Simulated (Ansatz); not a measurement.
Cu$_{3}$Au (Cu3Au type)

```
CELL_PARAMETERS angstrom
      3.78050     0.00000     0.00000
      0.00000     3.78050     0.00000
      0.00000     0.00000     3.78050
ATOMIC_POSITIONS crystal
  Cu 0.00000 0.50000 0.50000
  Cu 0.50000 0.50000 0.00000
  Cu 0.50000 0.00000 0.50000
  Au 0.00000 0.00000 0.00000
```

The slice is a {100} plane (indices of the conventional cell) through the point (0.500, 0.500, 0.000) (fractional), spanned by u = [100] and v = [010] in vectors of this cell: u (3.78 Å) and v (3.78 Å, at 90° to u). It covers one period; positions are fractions (u, v).

The numbers are results of PBE (plane waves to 420 eV, PAW, scalar-relativistic; Ansatz, a quantum-chemistry and plane-wave program), not measurements. k mesh 12×12×12. Near the nuclei the fields are pseudised (PAW); where an atom keeps semicore shells as valence, they peak there. Cu3Au is run without spin polarisation. Cu3Au was relaxed with its symmetry unable to fall. Spin-orbit coupling is left out, though Au is heavy.

Three fields on this plane, each scaled to ten steps between its own extremes (0 low, 9 high; the total valence density on a logarithmic scale, the potential cut 8 eV below its top; x marks points blanked near nuclei; v = 0 in the bottom row):

Map A
```
|xxxxxxxxx467899999998764xxxxxxxx|
|xxxxxxxxx467899999998764xxxxxxxx|
|xxxxxxxx14678888888887641xxxxxxx|
|xxxxxxxx35677777777777653xxxxxxx|
|xxxxxxx1456666666666666541xxxxxx|
|xxxxxx134555443333344555431xxxxx|
|xxxxx13455432000000023455431xxxx|
|xxx13445432000xxxxx00023454431xx|
|344455553100xxxxxxxxx00135555444|
|66666654200xxxxxxxxxxx0024566666|
|7777765300xxxxxxxxxxxxx003567777|
|888876420xxxxxxxxxxxxxxx02467888|
|999876400xxxxxxxxxxxxxxx00467899|
|99987630xxxxxxxxxxxxxxxxx0367899|
|99987630xxxxxxxxxxxxxxxxx0367899|
|99987630xxxxxxxxxxxxxxxxx0367899|
|99987630xxxxxxxxxxxxxxxxx0367899|
|99987630xxxxxxxxxxxxxxxxx0367899|
|999876400xxxxxxxxxxxxxxx00467899|
|888876420xxxxxxxxxxxxxxx02467888|
|7777765300xxxxxxxxxxxxx003567777|
|66666654200xxxxxxxxxxx0024566666|
|344455553100xxxxxxxxx00135555444|
|xxx13445432000xxxxx00023454431xx|
|xxxxx13455432000000023455431xxxx|
|xxxxxx134555443333344555431xxxxx|
|xxxxxxx1456666666666666541xxxxxx|
|xxxxxxxx35677777777777653xxxxxxx|
|xxxxxxxx14678888888887641xxxxxxx|
|xxxxxxxxx467899999998764xxxxxxxx|
|xxxxxxxxx467899999998764xxxxxxxx|
|xxxxxxxxx367899999998763xxxxxxxx|
```

Map B
```
|xxxxxxxxx001222111222100xxxxxxxx|
|xxxxxxxxx012222222222210xxxxxxxx|
|xxxxxxxx00133333333333100xxxxxxx|
|xxxxxxxx01344444444444310xxxxxxx|
|xxxxxxx0124555555555554210xxxxxx|
|xxxxxx012455556666655554210xxxxx|
|xxxxx01245666788888766654210xxxx|
|xxx00124566789xxxxx98766542100xx|
|000012456689xxxxxxxxx98665421000|
|00113456689xxxxxxxxxxx9866543110|
|1123455679xxxxxxxxxxxxx976554321|
|222345568xxxxxxxxxxxxxxx86554322|
|222345579xxxxxxxxxxxxxxx97554322|
|22234568xxxxxxxxxxxxxxxxx8654322|
|11234568xxxxxxxxxxxxxxxxx8654321|
|11234568xxxxxxxxxxxxxxxxx8654321|
|11234568xxxxxxxxxxxxxxxxx8654321|
|22234568xxxxxxxxxxxxxxxxx8654322|
|222345579xxxxxxxxxxxxxxx97554322|
|222345568xxxxxxxxxxxxxxx86554322|
|1123455679xxxxxxxxxxxxx976554321|
|00113456689xxxxxxxxxxx9866543110|
|000012456689xxxxxxxxx98665421000|
|xxx00124566789xxxxx98766542100xx|
|xxxxx01245666788888766654210xxxx|
|xxxxxx012455556666655554210xxxxx|
|xxxxxxx0124555555555554210xxxxxx|
|xxxxxxxx01344444444444310xxxxxxx|
|xxxxxxxx00133333333333100xxxxxxx|
|xxxxxxxxx012222222222210xxxxxxxx|
|xxxxxxxxx001222111222100xxxxxxxx|
|xxxxxxxxx001222111222100xxxxxxxx|
```

Map C
```
|xxxxxxxxx421100000001124xxxxxxxx|
|xxxxxxxxx421110000011124xxxxxxxx|
|xxxxxxxx54221111111112245xxxxxxx|
|xxxxxxxx53322222222222335xxxxxxx|
|xxxxxxx5433333344433333345xxxxxx|
|xxxxxx654444455666554444456xxxxx|
|xxxxx55444566788888766544455xxxx|
|xxx55444456789xxxxx98765444455xx|
|444433445689xxxxxxxxx98654433444|
|22223345689xxxxxxxxxxx9865433222|
|1112234679xxxxxxxxxxxxx976432211|
|111123468xxxxxxxxxxxxxxx86432111|
|001123579xxxxxxxxxxxxxxx97532110|
|00012358xxxxxxxxxxxxxxxxx8532100|
|00012468xxxxxxxxxxxxxxxxx8642100|
|00012468xxxxxxxxxxxxxxxxx8642100|
|00012468xxxxxxxxxxxxxxxxx8642100|
|00012358xxxxxxxxxxxxxxxxx8532100|
|001123579xxxxxxxxxxxxxxx97532110|
|111123468xxxxxxxxxxxxxxx86432111|
|1112234679xxxxxxxxxxxxx976432211|
|22223345689xxxxxxxxxxx9865433222|
|444433445689xxxxxxxxx98654433444|
|xxx55444456789xxxxx98765444455xx|
|xxxxx55444566788888766544455xxxx|
|xxxxxx654444455666554444456xxxxx|
|xxxxxxx5433333344433333345xxxxxx|
|xxxxxxxx53322222222222335xxxxxxx|
|xxxxxxxx54221111111112245xxxxxxx|
|xxxxxxxxx421110000011124xxxxxxxx|
|xxxxxxxxx421100000001124xxxxxxxx|
|xxxxxxxxx421100000001124xxxxxxxx|
```

**Question.** Assign the maps to these fields: electron localisation function (ELF); valence electron density; electrostatic potential energy of an electron, from the cell's mean.

**Answer.** A is the electrostatic potential energy of an electron, from the cell's mean; B is the electron localisation function (ELF); C is the valence electron density.
